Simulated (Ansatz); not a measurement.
LaSe₂:
```
LaSe2
1.0
    8.62390     0.00000     0.00000
    0.00000     4.28595     0.00000
   -0.03357     0.00000     8.56335
La Se
4 8
Direct
  0.72340   0.78061   0.87270
  0.27660   0.21939   0.12730
  0.27660   0.28061   0.62730
  0.72340   0.71939   0.37270
  0.99748   0.32655   0.88448
  0.00252   0.67345   0.11552
  0.00252   0.82655   0.61552
  0.99748   0.17345   0.38448
  0.63414   0.24085   0.12561
  0.36586   0.75915   0.87439
  0.36586   0.74085   0.37439
  0.63414   0.25915   0.62561
```

Relaxed with r²SCAN. Special points in fractions of this cell's reciprocal vectors: Γ (0.000, 0.000, 0.000); Z (0.000, 0.500, 0.000); D (0.000, 0.500, 0.500); B (0.000, 0.000, 0.500); A (-0.500, 0.000, 0.500); E (-0.500, 0.500, 0.500); C2 (-0.500, 0.500, 0.000); Y2 (-0.500, 0.000, 0.000).

Task: List the band energies nearest the valence-band maximum at these points for plane-wave PAW r²SCAN (Ansatz code).

Result: In eV from the valence-band maximum; about four levels below and three above (degenerate sets whole), none deeper than 8.9 eV; points with the same levels are listed once.

```json
[
 {"k": "Γ", "below": "-1.52 -1.24 -1.23 -0.47", "above": "0.54 1.41 1.78"},
 {"k": "Z", "below": "-1.69 -1.69 -1.51 -1.51", "above": "2.22 2.22 2.27 2.27"},
 {"k": "D", "below": "-1.63 -1.63 -0.02 -0.02", "above": "1.55 1.55 2.26 2.26 2.26 2.26"},
 {"k": "B", "below": "-1.39 -1.39 -0.76 -0.76", "above": "1.16 1.16 1.62 1.62"},
 {"k": "A", "below": "-1.58 -1.58 -1.07 -1.07", "above": "1.26 1.26 1.75 1.75"},
 {"k": "E", "below": "-1.52 -1.52 0.00 0.00", "above": "1.52 1.52 2.30 2.30"},
 {"k": "C2", "below": "-1.59 -1.59 -1.03 -1.03", "above": "2.23 2.23 2.32 2.32"},
 {"k": "Y2", "below": "-1.27 -1.22 -1.21 -1.18", "above": "1.07 1.44 1.46"}
]
```

Space group P2_1/c. The first step of the workflow began from a Materials Project structure, measured or hypothetical; the Crystallography Open Database copy checked does not list it. Its standing as an ambient phase is unchecked. The r²SCAN relaxation kept the symmetry of its start; its stability against distortions is not shown here. Spin–orbit coupling is left out wherever it is not named.

Potentials: the later of the program's two PAW sets.
